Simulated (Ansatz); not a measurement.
**Review of an SCF result for Ni**

Ni is taken as a measured crystal structure (space group Fm-3m, primitive cell doubled), 2 atoms in the cell. Source: COD entry 9008476, which need not be the ambient phase.

The calculation used DFT, PBE, PAW, plane waves, scalar-relativistic in Ansatz development build ahead of 0.2.0.

```yaml
crystal:
  lattice:
    - [-1.76194, -3.52388, -1.76194]
    - [-1.76194, 0.0, -1.76194]
    - [1.76194, 0.0, -1.76194]
  atoms:
    - { symbol: Ni, position: [0.0, 0.0, 0.0], spin: 2.0 }
    - { symbol: Ni, position: [0.5, 0.0, 0.5], spin: -2.0 }
magnetization:
  spin_polarized: true
hamiltonian:
  xc: pbe
  pseudopotentials: { kind: paw }
basis:
  ecutwfc: 420
kpoints:
  mp_grid: { grid: [8, 14, 11] }
scf:
  occupations: { method: gaussian, width: 0.05 }
  lower_state_search: "off"
output:
  forces: true
  stress: true
```

Time: 16 s on 2 threads of Intel(R) Xeon(R) Platinum 8259CL CPU @ 2.50GHz (shared host), peak memory 0.55 GiB.

The end of the output:

```
SCF converged after 14 iterations
Magnetization: 0.0000 μB (18.0000 up, 18.0000 down)
Absolute magnetization: 0.4152 μB (∫|ρ↑−ρ↓|, with the PAW one-centre terms)
Spin contamination: 0.1977 ħ² per cell (⟨S²⟩ above its minimum at these occupations)
Per-site moments (μB) at R_I (Å): [(0.2043, 1.0278), (-0.2043, 1.0278)]
Free energy (F): -11679.324054 eV
Harris-Foulkes:  -11679.324054 eV  (|F-HF|=8.66e-10)
Internal energy: -11679.315249 eV  (E = F + TS)
E sigma→0 (E₀):  -11679.319651 eV
Entropy (-TS):   -0.008806 eV (-4.403 meV/atom)
Fermi energy:    17.858551 eV
--- Forces (eV/Å), atoms counted from 1 ---
  atom   1  Ni     0.00000000     0.00000000     0.00000000
  atom   2  Ni    -0.00000000     0.00000000    -0.00000000
--- Stress (GPa, compression-positive) ---
       -1.693890       0.037806       0.031907
        0.037806      -2.304785       0.037806
        0.031907       0.037806      -1.693890
  P = ⅓ Tr σ = -1.8975 GPa (-18.975 kbar)
```

The mesh has less symmetry than the lattice, which lowers the symmetry of the run.

A small moment in a metal is sensitive to the mesh and the smearing.

Site moments are taken inside atomic spheres and don't add up to the total.

Question: Would you trust this as the ground state? If a lower solution is known, describe it.

Answer: No. A state 59.1 meV/atom (0.118 eV per cell) lower exists in this cell: ferromagnetic, site moments Ni1 0.67, Ni2 0.67 μB, total 1.26 μB per cell, no gap on the k-mesh. It was reached from: parallel moments, default search for lower states [Ni1 2.00, Ni2 2.00 μB]; opposed moments +-, default search for lower states [Ni1 2.00, Ni2 -2.00 μB]. The wrong state matters: the pressure is -1.0 GPa there against -1.9 GPa here. States within about 5 meV/atom are too close for this mesh, smearing and search to settle their order. This multiple of the primitive cell fits some opposed orders; other multiples fit others. Orders that need a larger cell or non-collinear spins weren't tried.
